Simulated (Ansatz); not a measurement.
Starting cell, Hf (hcp, Mg type):

```xyz
4
Lattice="6.3957 0.0000 0.0000 -1.5989 2.7694 0.0000 0.0000 0.0000 5.0474" Properties=species:S:1:pos:R:3 pbc="T T T"
Hf     0.0000     1.8463     3.7856
Hf     3.1978     1.8463     3.7856
Hf     1.5989     0.9231     1.2619
Hf     4.7968     0.9231     1.2619
```

In this cell atom 3 (Hf, nearest neighbour Hf at 3.127 Å; its periodic images, 3.2 Å or more away, move with it) is moved by s along Cartesian z, unit vector (0.000, 0.000, 1.000); all other atoms and the cell stay fixed.

The numbers are results of r2SCAN (plane waves to 500 eV, PAW, scalar-relativistic; Ansatz, a program for electronic structure), not measurements. k mesh 13×13×8 (Γ-centred), Fermi-Dirac smearing 0.05 eV. E stands for the smeared free energy. Left out: 4 of 11 points, with atoms too close for the PAW data. With partly filled bands, energies and forces of such displacements shift with the k mesh and the smearing. Hf is run without spin polarisation. Hf was relaxed with its symmetry unable to fall. Spin-orbit coupling is left out, though Hf is heavy. The PAW data are Ansatz's earlier set. The zero of ΔE is the undisplaced structure.

Task: Give the computed ΔE (meV/cell) at s (Å) = -0.376, -0.188, 0.188, 0.376, 0.564.

Result: 
```
s (Å)   ΔE (meV/cell)
------  -------------
-0.376            477
-0.188             97
0.188              97
0.376             477
0.564            1254
```

(A displaced cell: forces are minus the slopes of the energy, force constants its curvatures, and phonons follow from these.)
